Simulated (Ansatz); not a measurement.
An Ansatz (a first-principles code) run. Input:

Ansatz 0.2 input:
```yaml
crystal:
  lattice:
    - [-2.155899117, 2.155899117, 5.3192315391]
    - [2.155899117, -2.155899117, 5.3192315391]
    - [2.155899117, 2.155899117, -5.3192315391]
  atoms:
    - { symbol: Ag, position: [0.75, 0.25, 0.5] }
    - { symbol: Ag, position: [0.25, 0.75, 0.5] }
    - { symbol: Si, position: [0.3898720379, 0.3898720379, 0.0] }
    - { symbol: Si, position: [0.6101279621, 0.6101279621, 0.0] }
    - { symbol: La, position: [0.0, 0.0, 0.0] }
kpoints:
  mp_grid: { grid: [13, 13, 13] }
hamiltonian:
  xc: r2scan
  pseudopotentials: { kind: paw }
scf:
  occupations: { method: gaussian, width: 0.05 }
checkpoint: { read: metal.run }
output: { bader: true, populations: true }
```

Output (shortened):

```
basis.fft_grid_basis auto: the FFT boxes are laid along the combinations [[1, 0, 1], [0, 1, 1], [0, 0, 1]] of the cell's own vectors, 4.312, 4.312 and 6.131 Å …
La: projections on atomic orbitals take those of the free atom [Kr 4d10] 4f0 5s2 5p6 5d1 6s2, of charge +0.00 (hamiltonian.pseudopotentials.projection_atoms) …
Pseudopotential: Ag, paw, valence charge 19
Pseudopotential: Si, paw, valence charge 4
Pseudopotential: La, paw, valence charge 11
Functional definition: r2SCAN
Crystal: 5 atoms, lattice volume = 98.893 Å³
Basis set: ecut = 500 eV, 2491 PW (Γ), FFT grids on a1+a3, a2+a3, a3, exchange–correlation on 128×128×180 points (64 copies of the dense FFT grid, shifted against one another)
Bands: 35, of which v1, the nominal top of the filled ones, is band 29 counted from 1 (28 counted from 0)
Symmetry: 16 space group operations
Space group: I4/mmm (ITA 139), of the structure as read, at distance tolerance 4.6e-5 Å
k-points: 196 of 2197
Stability of the state it starts from, as read at its close in the unpolarized treatment …
iter 1 solved again at ethr=3.07e-7 eV; its pass at ethr=3.10e-3 eV (dr2=1.75e-4 eV) is discarded
SCF iter   1: F=—  HF=-22753.152430 eV  |F-HF|=—  |Δ(HF+E_count)|=         —  Δρ=5.61e-7  dr2=1.92e-10  dr2_τ=2.83e-11  ethr=3.07e-7  ⟨swp⟩=3.1  Hψ=44227  notcnv=0
preconditioner: auto → Kerker (q_TF=auto, 2.489 Å⁻¹)
SCF iter   2: F=—  HF=-22753.152429 eV  |F-HF|=—  |Δ(HF+E_count)|=   6.50e-7  Δρ=3.73e-7  dr2=9.85e-11  dr2_τ=3.17e-11  ethr=1.00e-12  ⟨swp⟩=7.0  Hψ=28523  notcnv=0
SCF iter   3: F=-22753.152429 eV  HF=-22753.152429 eV  |F-HF|=7.28e-12  |Δ(HF+E_count)|=  1.09e-11  Δρ=2.05e-7  dr2=2.79e-11  dr2_τ=4.20e-12  ethr=1.00e-12  ⟨swp⟩=1.0  Hψ=14521  notcnv=0
SCF 1 converged in 3 iterations: F = -22753.152429 eV  dr2 = 2.79e-11
SCF converged after 3 iterations
Free energy (F): -22753.152429 eV
Harris-Foulkes:  -22753.152429 eV  (|F-HF|=7.28e-12)
Internal energy: -22753.150285 eV  (E = F + TS)
E sigma→0 (E₀):  -22753.151357 eV
Entropy (-TS):   -0.002144 eV (-0.429 meV/atom)
Fermi energy:    13.253031 eV
--- Per-component energies (eV) ---
  E_band       = -658.534196
  E_kinetic    = 1327.147185
  E_local      = -6924.591838  (includes V_loc(G=0)·N_el)
  E_nonlocal   = 301.442060
  E_hartree    = 3146.199809
  E_xc         = -594.250427
  E_vxc        = -789.897665  (∫ρ·V_xc dr)
  E_paw        = -14317.210246  (= ΣΔE_a)
  E_vpaw       = -915.668658  (= ΣTr[D̂ρ^β])
  E_aug_tail   = 0.000145  (compensation charges beyond the density's cutoff)
  E_vtau       = 50.634426  (kinetic-family band-sum trace: ∫τ·v_τ [+ j·A + Jᵃ·Aᵃ] dr)
  E_ewald      = -5690.783999
  E_core_change = -1.102975  (= ΣΔE_core)
  E_smearing   = -0.002144  (= −TS)
  E_closure    =  0.000000  (closes the sum)
  Σ components = -22753.152429   (vs F -22753.152429, Δ=0.00e0)
  [band-id]    e_kinetic+e_local+e_nonlocal+2·e_hartree+e_vxc+e_vpaw+e_augmentation_tail+e_vtau = -658.534724   (vs E_band -658.534196, Δ=-5.28e-4)
--- Band table (eV; the first three rows and the last of 196) ---
  k-point 0: bands = ["-82.1343", "-82.1289", "-44.7412", "-44.7412", "-44.7330", "-44.7244", "-44.6978", "-44.6978", "-20.5839", "-3.9917", "-3.8109", "-3.8109", "2.4982", "5.1381", "6.3677", "6.8758", "7.0463", "7.0463", "8.0717", "8.0717", "8.2012", …
  k-point 1: bands = ["-82.1342", "-82.1290", "-44.7415", "-44.7385", "-44.7328", "-44.7247", "-44.7005", "-44.6975", "-20.5822", "-3.9877", "-3.8354", "-3.8240", "2.6052", "5.1616", "6.4478", "6.8784", "7.0479", "7.0961", "7.9400", "8.0757", "8.1770", …
  k-point 2: bands = ["-82.1337", "-82.1295", "-44.7422", "-44.7321", "-44.7310", "-44.7254", "-44.7082", "-44.6969", "-20.5775", "-3.9770", "-3.8954", "-3.8600", "2.8821", "5.2244", "6.6177", "6.8511", "7.1572", "7.2391", "7.6958", "8.0678", "8.1178", …
  k-point 195: bands = ["-82.1342", "-82.1290", "-44.7406", "-44.7406", "-44.7329", "-44.7246", "-44.6984", "-44.6984", "-20.5820", "-4.0439", "-3.8279", "-3.8046", "3.2341", "4.3300", "6.5609", "6.8931", "6.9570", "6.9703", "7.4660", "7.9639", "7.9919", …
--- Löwdin populations: 5 sites ---
  site symbol       q [e]
     0     Ag     18.3562
     1     Ag     18.3562
     2     Si      4.5468
     3     Si      4.5468
     4     La     10.8412
  spilling = 0.006190 (of n_electrons = 57.000000)
--- Bader charges: 5 sites ---
  site symbol  charge [e]  shift [e]
     0     Ag     -0.3523     0.0016
     1     Ag     -0.3523     0.0016
     2     Si     -0.4267     0.0016
     3     Si     -0.4267     0.0016
     4     La      1.5580     0.0000
  shift: an alarm, by how much a part of what the PAW files miss would move the charge. Where it is large, compare
  with a run on PAW files of another source; a small one proves nothing
  estimated error of the sums over rays = 6.6e-4 e
```

Cost: very roughly 90 core-seconds on shared cores.

The workflow started from an entry of the Crystallography Open Database (COD). Its standing as an ambient phase is unchecked. The cell was relaxed with r²SCAN under the symmetry of its start; its stability against distortions is not shown here. The run is not spin-polarised. Scalar-relativistic: spin–orbit coupling is off unless named, which matters more the heavier the elements.

Potentials: the later of the program's two PAW sets.

Ansatz is a plane-wave DFT program.
